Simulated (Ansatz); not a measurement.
Sheets of one type (M2XT2 MXene (fcc sites)-type), plane-wave PAW r²SCAN+D4 (Ansatz code); HSE06 gaps on those cells.

| layer | a (Å) | thickness (Å) |
|---|---|---|
| V2NTe2 | 3.251 | 5.79 |
| Hf2NS2 | 3.397 | 5.63 |
| V2NS2 | ___ | ___ |
| W2NS2 | 3.017 | 6.04 |
| Ta2NS2 | 3.303 | 5.39 |
| Y2NS2 | 3.717 | 5.84 |
| Ti2NS2 | 3.174 | 5.38 |

Problem. Fill in the missing entries.

Solution. 
- V2NS2, a (Å): 3.092
- V2NS2, thickness (Å): 5.21

Spin orders computed, not proven ground states: V2NS2, M2XT2 MXene (fcc sites)-type layer antiferromagnetic. Began spin-polarised and lost the moments: V2NTe2, M2XT2 MXene (fcc sites)-type layer; Hf2NS2, M2XT2 MXene (fcc sites)-type layer; W2NS2, M2XT2 MXene (fcc sites)-type layer; Ta2NS2, M2XT2 MXene (fcc sites)-type layer; Y2NS2, M2XT2 MXene (fcc sites)-type layer; Ti2NS2, M2XT2 MXene (fcc sites)-type layer. All cells were relaxed under the symmetry of their starts (and spin orders); stability against distortions was not tested throughout. Scalar-relativistic: spin–orbit coupling is off unless named, which matters more the heavier the elements. Constructed layers (a layer type filled with these elements): V2NTe2, M2XT2 MXene (fcc sites)-type layer; Hf2NS2, M2XT2 MXene (fcc sites)-type layer; V2NS2, M2XT2 MXene (fcc sites)-type layer; W2NS2, M2XT2 MXene (fcc sites)-type layer; Ta2NS2, M2XT2 MXene (fcc sites)-type layer; Y2NS2, M2XT2 MXene (fcc sites)-type layer; Ti2NS2, M2XT2 MXene (fcc sites)-type layer.

Potentials: the later of the program's two PAW sets.
